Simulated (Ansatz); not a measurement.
Equation of state of Sn

Space group I4_1/amd:1 (No. 141). a = 5.832 Å, b = 5.832 Å, c = 3.181 Å, α = 90.00°, β = 90.00°, γ = 90.00°
| atom | site | symmetry | x | y | z |
| --- | --- | --- | --- | --- | --- |
| Sn | 4a | -4m2 | 0.0000 | 0.0000 | 0.0000 |

The runs use the primitive cell with vectors (-2.916, 2.916, 1.591), (2.916, -2.916, 1.591), (2.916, 2.916, -1.591) Å, to which the k mesh refers.

The cell is COD entry 1534488, as deposited and not checked against the literature; nothing was relaxed.

Spin–orbit coupling is left out, though it moves levels of the heavy atoms by tenths of an eV or more.

Methods: DFT, LDA, all-electron LAPW, scalar-relativistic (Ansatz 0.2.0); DFT, LDA, PAW with Ansatz's default frozen-core files, scalar-relativistic (Ansatz 0.2.0).

For LAPW: a Γ-centred 15×15×15 k mesh, Fermi–Dirac smearing of 0.05 eV, basis error target 0.5 meV/atom, no spin polarisation. PAW takes a cutoff of 420 eV at this cell (files made with PBE, cores remade for this functional). The Ansatz runs share mesh, smearing and spin set-up. Plane-wave (PAW) pressures include the program's estimate of the Pulay term.

The cell above is scaled evenly, with fractional coordinates and shape held.

```json
{"V/V(cell)": "0.9400", "V (Å³/atom)": "25.425", "P, LAPW (GPa)": "1.89", "P, PAW (GPa)": "1.88"}
{"V/V(cell)": "0.9405", "V (Å³/atom)": "25.439", "P, LAPW (GPa)": "1.86", "P, PAW (GPa)": "1.84"}
{"V/V(cell)": "0.9600", "V (Å³/atom)": "25.966", "P, LAPW (GPa)": "?", "P, PAW (GPa)": "?"}
{"V/V(cell)": "0.9800", "V (Å³/atom)": "26.507", "P, LAPW (GPa)": "-0.70", "P, PAW (GPa)": "-0.72"}
{"V/V(cell)": "0.9900", "V (Å³/atom)": "26.778", "P, LAPW (GPa)": "-1.26", "P, PAW (GPa)": "-1.27"}
{"V/V(cell)": "1.0000", "V (Å³/atom)": "27.048", "P, LAPW (GPa)": "-1.78", "P, PAW (GPa)": "-1.80"}
{"V/V(cell)": "1.0100", "V (Å³/atom)": "27.318", "P, LAPW (GPa)": "-2.28", "P, PAW (GPa)": "-2.29"}
{"V/V(cell)": "1.0200", "V (Å³/atom)": "27.589", "P, LAPW (GPa)": "-2.74", "P, PAW (GPa)": "-2.76"}
{"V/V(cell)": "1.0400", "V (Å³/atom)": "28.130", "P, LAPW (GPa)": "-3.59", "P, PAW (GPa)": "-3.61"}
{"V/V(cell)": "1.0600", "V (Å³/atom)": "28.671", "P, LAPW (GPa)": "-4.35", "P, PAW (GPa)": "-4.36"}
```

Task: Fill in the row V/V(cell) = 0.9600.

Result: P, LAPW (GPa) = 0.52, P, PAW (GPa) = 0.50.

Task: What do Birch–Murnaghan fits to the pressures give?

Result: LAPW: V0 = 26.19 Å³/atom, B0 = 60 GPa, B0′ = 4.8; PAW: V0 = 26.18 Å³/atom, B0 = 60 GPa, B0′ = 4.8.

PAW's V0 lies -0.03 % from the all-electron value and its B0 0.1 %. With shape and internal coordinates held, B0 is an upper bound to the relaxed modulus.
